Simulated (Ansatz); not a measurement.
**Phases of Zn at -1.7 GPa**

Structure types of Zn are relaxed in primitive cells with their symmetry kept at -1.7 GPa, first on PAW files, then by LAPW. The enthalpy is E + pV at zero temperature, without zero-point motion. Only the types listed were tried, and differences under about 5 meV/atom are mesh noise.

Level of theory: DFT with LDA, scalar-relativistic, in Ansatz 0.2.0; Fermi–Dirac smearing of 0.1 eV, no spin polarisation. LAPW: all electrons, basis error target 0.5 meV/atom; PAW: frozen-core files, cutoff 420 eV.

k meshes: fcc 17×17×17, bcc 18×18×18, hcp 16×16×9, diamond 13×13×13, sc 16×16×16, simple hexagonal 17×17×16.

The PAW files were made under PBE.

Q: Which type is lowest in enthalpy, and by how much?

A: hcp, 34 meV/atom below fcc. The whole table:

| start type | ends as | a, b, c (Å) | V (Å³/atom) | H − H(lowest), LAPW (meV/atom) | same, PAW |
| --- | --- | --- | --- | --- | --- |
| fcc | fcc, Fm-3m | 3.807, 3.807, 3.807 | 13.80 | 34.4 | 34.4 |
| bcc | bcc, Im-3m | 3.033, 3.033, 3.033 | 13.95 | 108.0 | 108.0 |
| hcp | hcp, P6_3/mmc | 2.587, 2.587, 4.746 | 13.76 | 0.0 | 0.0 |
| diamond | diamond, Fd-3m | 5.638, 5.638, 5.638 | 22.40 | 538.6 | 539.3 |
| sc | sc, Pm-3m | 2.545, 2.545, 2.545 | 16.49 | 267.6 | 268.1 |
| simple hexagonal | distorted hexagonal, P6/mmm | 2.503, 2.503, 2.925 | 15.86 | 129.0 | 129.2 |
